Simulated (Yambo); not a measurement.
Quantum ESPRESSO input (PBEsol, PseudoDojo standard norm-conserving files, scalar-relativistic) whose wavefunctions are converted with p2y:

```
&CONTROL
  calculation = 'nscf'
  pseudo_dir = './pseudo'
  outdir = './out'
/
&SYSTEM
  ibrav = 0
  nat = 2
  ntyp = 2
  ecutwfc = 74.0
  ecutrho = 296.0
  occupations = 'fixed'
  force_symmorphic = .true.
  nbnd = 150
/
&ELECTRONS
  conv_thr = 2e-09
  diago_full_acc = .true.
  diago_thr_init = 1e-08
/
ATOMIC_SPECIES
Li 6.9400 Li.upf
Br 79.9040 Br.upf
CELL_PARAMETERS angstrom
  0.000000000000   2.623695894947   2.623695894947
  2.623695894947   0.000000000000   2.623695894947
  2.623695894947   2.623695894947   0.000000000000
ATOMIC_POSITIONS crystal
Li   0.000000000000   0.000000000000   0.000000000000
Br   0.500000000000   0.500000000000   0.500000000000
K_POINTS automatic
4 4 4 0 0 0
```

Yambo's initialisation report on symmetry, reciprocal space, the k grid and the gaps on this mesh:

```
  [02.02] Symmetries
  ==================

  Inversion symmetry    : yes
  Spatial inversion     : yes
  Inversion index       :  25
  K-space Time-reversal : no
  Magnetic symmetries   : no
  Group table correct   : yes
  Symmetries units      :  [cc]

  [02.03] Reciprocal space
  ========================

  nG shells         :  248
  nG charge         :  20875
  nG WFs            :   3255
  nC WFs            :  2685
  G-vecs. in first 24 shells:  [ Number ]
     1    9   15   27   51   59   65   89  113
    137   169   181   229   259   283   307   331   339
    387   411   459   531   537   561
  ...
  Shell energy in first 24 shells:  [ mHa ]
    0.00000      602.235      802.981      1605.96      2208.20      2408.94      3211.92      3814.16      4014.90
    4817.88      5420.12      6423.84      7026.08      7226.82      8029.81      8632.04      8832.79      9635.77
    10238.0      10438.7      11241.7      11844.0      12847.7      13449.9
  ...

  [02.04] K-grid lattice
  ======================

  Compatible Grid is   : 3D
  Base K vectors       :  K_min[ 1 ]  K_min[ 2 ]  K_min[ 3 ]
  K_min[ 1 ] :  0.000000  0.250000  0.000000 [rlu]
  K_min[ 2 ] : -0.250000  0.000000  0.000000 [rlu]
  K_min[ 3 ] :  0.000000  0.000000  0.250000 [rlu]
  Grid dimensions      :   4   4   4
  K lattice UC volume  :  0.015900 [a.u.]

  IBZ K-points                                      :   8
  BZ  K-points                                      :   64

  K/Q-points units:
  rlu = crystal or reduced units; cc = cartesian coordinates; iku = interal k-units

  K [1]          [rlu]:  0.000000  0.000000  0.000000
         WF components:  2685
  K [2]          [rlu]:  0.000000  0.000000  0.250000
         WF components:  2632
  K [3]          [rlu]:  0.000000  0.000000 -0.500000
         WF components:  2608
  K [4]          [rlu]:  0.000000  0.250000  0.250000
         WF components:  2650
  K [5]          [rlu]:  0.000000  0.250000 -0.500000
         WF components:  2626
  K [6]          [rlu]:  0.000000  0.250000 -0.250000
         WF components:  2622
  K [7]          [rlu]:  0.000000 -0.500000 -0.500000
         WF components:  2586
  K [8]          [rlu]:  0.250000 -0.500000 -0.250000
         WF components:  2608

  [02.05] Energies & Occupations
  ==============================

  [X] === General ===
  [X] Electronic Temperature                        :  0.000000  0.000000 [eV K]
  [X] Bosonic    Temperature                        :  0.000000  0.000000 [eV K]
  [X] Finite Temperature mode                       : no
  [X] El. density                                   :  0.27684E+24 [cm-3]
  [X] Fermi Level                                   :  3.272607 [eV]

  [X] === Gaps and Widths ===
  [X] Conduction Band Min                           :  5.450084 [eV]
  [X] Valence Band Max                              :  0.000000 [eV]
  [X] Filled Bands                                  :   5
  [X] Empty Bands                                   :    6  150
  [X] Direct Gap                                    :  5.450084 [eV]
  [X] Direct Gap localized at k                     :  1
  [X] Indirect Gap                                  :  5.450084 [eV]
  [X] Indirect Gap between kpts                     :  1  1
  [X] Last valence band width                       :  1.465842 [eV]
  [X] 1st conduction band width                     :  2.986430 [eV]
```
The gaps are PBEsol values on this mesh alone; only operations without fractional translations are kept.

Spin-orbit coupling is not included.

Geometry strained from the cell relaxed with PBEsol, atoms relaxed again.
